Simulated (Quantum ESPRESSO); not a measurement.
Kohn-Sham bands of RbCl (CsCl type)

```
CELL_PARAMETERS angstrom
      3.93597     0.00000     0.00000
      0.00000     3.93597     0.00000
      0.00000     0.00000     3.93597
ATOMIC_POSITIONS crystal
  Rb 0.00000 0.00000 0.00000
  Cl 0.50000 0.50000 0.50000
```

Structure: Materials Project mp-23299, symmetrised, not relaxed again. COD (Crystallography Open Database) has the formula in 2 space groups, this one among them (matched by group alone). Method: PBEsol plane waves in Quantum ESPRESSO 7.5 (PseudoDojo norm-conserving files, 47 Ry, no spin polarisation, no spin-orbit coupling), Bloch states on a 8×8×8 mesh through Γ, Wannier90 4.0.1. Density: 8×8×8 mesh, cold smearing 0.01 Ry.

List the Kohn-Sham levels between −8 and 7.8 eV relative to the valence-band maximum at the high-symmetry points, as a band run of pw.x on that density gives them (levels within 2 meV counted together).


| point | k (reciprocal lattice) | levels (eV) |
|---|---|---|
| Γ | 0.000 0.000 0.000 | -0.10 (×3), 4.77, 6.11 (×2) |
| X | 0.000 0.500 0.000 | -1.56, -0.21 (×2), 7.48 |
| M | 0.500 0.500 0.000 | -0.85 (×2), 0.00, 6.05, 6.79 |
| R | 0.500 0.500 0.500 | -1.25 (×3) |
